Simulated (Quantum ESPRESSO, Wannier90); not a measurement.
# Wannierisation of InAs (zinc blende)

```
CELL_PARAMETERS angstrom
      0.00000     3.05356     3.05356
      3.05356     0.00000     3.05356
      3.05356     3.05356     0.00000
ATOMIC_POSITIONS crystal
  In 0.25000 0.25000 0.25000
  As 0.00000 0.00000 0.00000
```

Materials Project entry mp-20305; symmetrised, unrelaxed at this level. COD (Crystallography Open Database) has an entry of this formula and space group (matched by these alone). Method: PBEsol plane waves in Quantum ESPRESSO 7.5 (PseudoDojo norm-conserving files, 68 Ry, spinors with spin-orbit coupling), Bloch states on a 6×6×6 mesh through Γ, Wannier90 4.0.1. Density: 10×10×10 mesh, cold smearing 0.01 Ry. With spin-orbit coupling a semilocal functional can close or falsely invert a small gap; the band order was not checked against a better method.

The plane-wave run has 50 bands and 28 electrons a cell. On the energy scale of pw.x, whose zero is arbitrary, the Fermi level lies at 7.66 eV.

Isolated groups of bands, relative to the Fermi level (bands from 23 on overlap up to the last one computed):

```csv
bands,from (eV),to (eV),filling,weight on atomic waves
1–4,-35.59,-35.58,filled,As 3d 100 %
5–10,-34.87,-34.85,filled,As 3d 100 %
11–14,-14.95,-14.83,filled,In 4d 98 %
15–20,-14.18,-13.96,filled,In 4d 98 %
21–22,-11.80,-9.85,filled,"As 4s 63 %, In 5p 21 %, In 5s 10 %"
```

Input w.win, without the blocks of cell, atoms and k-points (216 lines):

```
num_bands = 30
num_wann = 16
exclude_bands = 1-20
spinors = true
num_iter = 1000
conv_tol = 1.0e-6
conv_window = 4
dis_num_iter = 1000
dis_conv_tol = 1.0e-6
dis_froz_max = 15.08
write_hr = true
write_u_matrices = true
begin projections
f=0.24647,0.25691,0.25837: s;p
f=-0.01409,0.00598,0.00479: s;p
end projections
mp_grid = 6 6 6
```

wannier90.x stops with:
```
dis_windows: More states in the frozen window than target WFs
```
At some k-point more bands lie below dis_froz_max than there are Wannier functions, and every frozen state has to fit into the subspace. Mended as below, all else unchanged, the run goes through (Ω_I = 22.9 Å²) and follows the plane-wave bands to 7.1 meV rms (states up to 1.0 eV relative to the Fermi level).
```
dis_froz_max = 9.16
```
